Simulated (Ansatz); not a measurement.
# Na₂CO₃ — Na-23 NMR of the central transition

Cell: a computed structure from the Materials Project (it need not be an observed phase), atoms as given.

Space group C2/m (No. 12); a = 8.7848, b = 5.2644, c = 5.9217 Å, β = 103.20°.

| site | Wyckoff | site symmetry | x | y | z |
| --- | --- | --- | --- | --- | --- |
| Na1 | 4i | m | 0.6691 | 0.0000 | 0.7408 |
| Na3 | 2a | 2/m | 0.0000 | 0.0000 | 0.0000 |
| Na4 | 2c | 2/m | 0.0000 | 0.0000 | 0.5000 |
| C | 4i | m | 0.3360 | 0.0000 | 0.7507 |
| O7 | 4i | m | 0.2118 | 0.0000 | 0.8326 |
| O8 | 8j | 1 | 0.6015 | 0.2119 | 0.2918 |

One atom of each set is listed; the run and its k-mesh use a cell of 12 atoms with edges of 5.12, 5.12, 5.92 Å.

Computed with Ansatz: DFT, PBE, plane waves and PAW, scalar-relativistic, 420 eV cutoff, Γ-centred 5×5×4 k-points, Fermi–Dirac smearing 0.02 eV.

Na-23 has I = 3/2 and Q = 104.0 mb (Pyykkö 2018); at 11.7 T its Larmor frequency is ν₀ = 131.8 MHz. Only the quadrupole interaction is simulated: positions count from each site's isotropic chemical shift, and J coupling is left out, as are shift anisotropy and dipolar coupling, which fast spinning averages.

(1) Simulate the second-order pattern (fast magic-angle spinning, Gaussian broadening 0.03 kHz) of site Na1 (9 O at 2.50–2.82 Å; also 1 Na at 2.96 Å).

Answers

(1) The calculation gives C_Q = 1.69 MHz and η = 0.30, so ν_Q = 0.843 MHz and the centre of gravity lies at -4.22 ppm (-0.556 kHz).

offset (kHz), height and a bar:
```
   -1.433          0 
   -1.387          1 
   -1.342          7 ##
   -1.296          8 ##
   -1.250          8 ##
   -1.204          8 ##
   -1.159          8 ###
   -1.113          9 ###
   -1.067          9 ###
   -1.021         10 ###
   -0.976         26 ########
   -0.930         39 ############
   -0.884         44 #############
   -0.839         53 ################
   -0.793         85 ##########################
   -0.747         85 #########################
   -0.701         66 ####################
   -0.656         60 ##################
   -0.610         58 #################
   -0.564         57 #################
   -0.518         58 #################
   -0.473         60 ##################
   -0.427         65 ####################
   -0.381         75 ######################
   -0.336        100 ##############################
   -0.290         82 #########################
   -0.244         66 ####################
   -0.198         58 #################
   -0.153         53 ################
   -0.107         37 ###########
   -0.061          2 #
   -0.015          0
```
